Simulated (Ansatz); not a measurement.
Values for one crystal, relaxed and computed with LDA in the plane-wave PAW code Ansatz; other levels are named.

- Volume per atom: 13.60 Å³
- Electronic character: metallic (no gap)
- Highest zone-centre frequency: 473 cm⁻¹
- Pressure derivative B′: 4.3
- Bulk modulus (Birch–Murnaghan fit): 143 GPa
- Zone-centre stability: no imaginary mode at Γ
- Density of states at the Fermi level: 0.25 states/eV per atom (mean over ±0.08 eV)

Which compound is it?
A) Ti2P, R-3m (Ti on 6c, P on 3a)
B) ScSi, Cmcm (Sc on 4c, Si on 4c)
C) SiTe, P4/nmm (Si on 2c, Te on 2a)
D) TiSi2, Cmcm (Ti on 4c, Si on 4c, Si on 4c)

D, TiSi2, Cmcm (Ti on 4c, Si on 4c, Si on 4c)

The cell was relaxed with LDA under the symmetry of its start. No spin polarisation was allowed. As this level gives no gap, phonon frequencies hold no LO–TO term and depend on the k-mesh and smearing (Fermi–Dirac, 0.1 eV here).

Potentials: the earlier of the program's two PAW sets. The files were generated under PBE; for other functionals the program regenerates the frozen cores, and for LDA and PBEsol the local potential too.
